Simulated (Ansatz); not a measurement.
GaN:
```xyz
2
Lattice="-1.4265 1.4265 2.4695 1.4265 -1.4265 2.4695 1.4265 1.4265 -2.4695" Properties=species:S:1:pos:R:3 pbc="T T T"
Ga     0.0000     0.0000     3.7350
N      0.0000     0.0000     1.7720
```

Relaxed with r²SCAN.

### Question
Give the Bader charges and basin volumes of the independent atoms, plane-wave PAW r²SCAN (Ansatz code).

### Answer


```json
[
 {"atom": "Ga1", "Bader charge (e)": "+1.71", "Bader volume (Å³)": "8.1"},
 {"atom": "N2", "Bader charge (e)": "-1.71", "Bader volume (Å³)": "12.0"}
]
```

Space group I4mm. The first step of the workflow began from a Materials Project structure, measured or hypothetical; the Crystallography Open Database copy checked does not list it. It is not the phase usual at ambient conditions (space group No. 186, 216). Symmetry was held in the r²SCAN relaxation; whether a distortion lowers the energy is not shown.

Potentials: the earlier of the program's two PAW sets. The files were generated under PBE; for other functionals the program regenerates the frozen cores, and for LDA and PBEsol the local potential too.
